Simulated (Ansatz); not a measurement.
Ni₂Ge in space group P6_3/mmc (No. 194; Ni on 2d, Ni on 2a, Ge on 2c) at seven volumes, r²SCAN in the plane-wave PAW code Ansatz, shape and atoms relaxed at each. One row is withheld.

```
V (Å³/atom)  P (GPa)
-----------  -------
10.470         23.21
10.815         14.07
11.160          6.42
11.505          0.01
11.850             ?
12.196         -9.83
12.541        -13.55
```

Problem. Fit the shown pressures and predict the withheld one.

Solution. P = (3/2)B₀(x^(7/2) − x^(5/2))[1 + (3/4)(B′ − 4)(x − 1)] with x = (V₀/V)^(2/3). Least squares on the six rows gives V₀ = 11.506 Å³/atom, B₀ = 195 GPa, B′ = 4.95. At V = 11.850, x = 0.9806 and P = -5.34 GPa. The run itself gave -5.35 GPa.

The workflow started from a Materials Project entry (that database holds measured and hypothetical structures alike); the Crystallography Open Database copy checked does not list it. Its standing as an ambient phase is unchecked. The cell was relaxed with r²SCAN under the symmetry of its start; whether a distortion lowers the energy is not shown. The run is not spin-polarised.

Potentials: the later of the program's two PAW sets.
